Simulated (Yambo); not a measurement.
Yambo run on RuP2 (space group Pnnm, No. 58). The wavefunctions are norm-conserving PBEsol (Quantum ESPRESSO, 84 Ry, without SOC) ones on a 2×2×4 mesh (26 occupied bands); a = 5.1101 Å, b = 5.9002 Å, c = 2.8975 Å, α = 90.00°, β = 90.00°, γ = 90.00°.

Yambo input:

```
rim_cut
gw0
dyson
el_el_corr
HF_and_locXC
ppa
em1d
RandQpts= 1000000
RandGvec= 1 Ry
EXXRLvcs= 84 Ry
VXCRLvcs= 336 Ry
Chimod= "HARTREE"
% BndsRnXp
 9 | 171 |
%
NGsBlkXp= 7 Ry
% LongDrXp
 1.0 | 1.0 | 1.0 |
%
PPAPntXp= 27.2114 eV
% GbndRnge
 1 | 171 |
%
GTermKind= "BG"
DysSolver= "n"
ExtendOut
% QPkrange
 2 | 2 | 27 | 27 |
 6 | 6 | 26 | 27 |
%
```

k points by index: 2 = (0, 0, 0.25), 6 = (0, -0.5, -0.5).

Table of the .qp output:

```
#    K-point    Band    Eo [eV]    E [eV]    E-Eo [eV]    Vxc [eV]    Vnlxc [eV]    Sc|Eo [eV]    Sc|E [eV]    dSc/dw|Eo [eV]    Re(Z)    Im(Z)
#
    2    27    0.480510    0.901940    0.421430    -18.25162    -15.21361    -2.495771    -2.616581    -7.799542    0.777223    -0.001351
    6    26    0.000000    -0.310337    -0.310337    -13.15944    -14.95447    1.404666    1.484691    -7.015529    0.795027    -0.001167
    6    27    1.320833    1.924005    0.603172    -20.16225    -15.81740    -3.561653    -3.741679    -8.120293    0.770166    -0.001561
```
(The two width columns are left out.) Convergence of these settings isn't established.

Geometry of the Materials Project entry, not relaxed at this level.
